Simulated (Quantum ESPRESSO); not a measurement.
# Band energies of GaN

```
GaN
1.0
    0.00000     2.24980     2.24980
    2.24980     0.00000     2.24980
    2.24980     2.24980     0.00000
N Ga
1 1
Direct
  0.25000   0.25000   0.25000
  0.00000   0.00000   0.00000
```

norm-conserving PBE (stringent potentials; Quantum ESPRESSO, 114 Ry, without SOC); path ΓXWKΓLUWLK,UX; energies in eV from the valence-band maximum.

```
k (1/Å)  point  band 9  band 10  band 11  band 12  band 13  band 14  band 15  band 16
-------  -----  ------  -------  -------  -------  -------  -------  -------  -------
0.00         Γ  -13.20   -13.20     0.00     0.00     0.00     1.79    10.39    10.39
0.64            -13.17   -13.08    -3.12    -1.33    -1.33     4.54     7.67    11.86
1.40         X  -13.13   -11.48    -6.13    -2.71    -2.71     3.38     6.73    11.74
2.09         W  -13.19   -11.19    -5.70    -3.70    -3.65     6.24     8.45    10.34
2.22            -13.18   -11.22    -5.73    -3.92    -3.29     6.09     8.33    10.46
2.59         K  -13.16   -11.32    -5.87    -4.26    -2.18     5.03     7.92    11.11
2.98            -13.21   -11.89    -5.61    -3.67    -1.26     6.78     7.26     9.78
3.67            -13.21   -13.19    -2.03    -0.67    -0.13     3.45     9.35    10.66
4.07         Γ  -13.20   -13.20     0.00     0.00     0.00     1.79    10.39    10.39
4.37            -13.20   -13.20    -1.52    -0.16    -0.16     2.92     9.68    10.63
4.98            -13.17   -12.44    -6.02    -0.84    -0.84     4.63     8.69    10.61
5.28         L  -13.15   -11.92    -7.05    -0.97    -0.97     4.71     8.75    10.43
5.71            -13.16   -11.67    -6.57    -2.73    -1.45     6.08     7.46    10.37
6.13         U  -13.16   -11.32    -5.87    -4.26    -2.18     5.03     7.92    11.11
6.43            -13.18   -11.24    -5.77    -4.04    -2.99     5.85     8.19    10.64
6.63         W  -13.19   -11.19    -5.70    -3.70    -3.65     6.24     8.45    10.34
7.12            -13.17   -11.60    -6.42    -3.00    -1.77     6.69     7.05    10.15
7.61         L  -13.15   -11.92    -7.05    -0.97    -0.97     4.71     8.75    10.43
7.79            -13.16   -11.87    -6.97    -1.34    -1.06     5.07     8.38    10.42
8.38            -13.17   -11.34    -5.89    -4.26    -2.06     5.27     7.96    10.91
8.47         K  -13.16   -11.32    -5.87    -4.26    -2.18     5.03     7.92    11.11
8.47         U  -13.16   -11.32    -5.87    -4.26    -2.18     5.03     7.92    11.11
8.96         X  -13.13   -11.48    -6.13    -2.71    -2.71     3.38     6.73    11.74
```

The PBE gap is direct, 1.79 eV at Γ.

Spin-orbit splittings are left out.

Geometry relaxed with PBEsol.

This is not the ordinary phase of the substance; no match was found in the copy of COD used, and its stability was not checked.
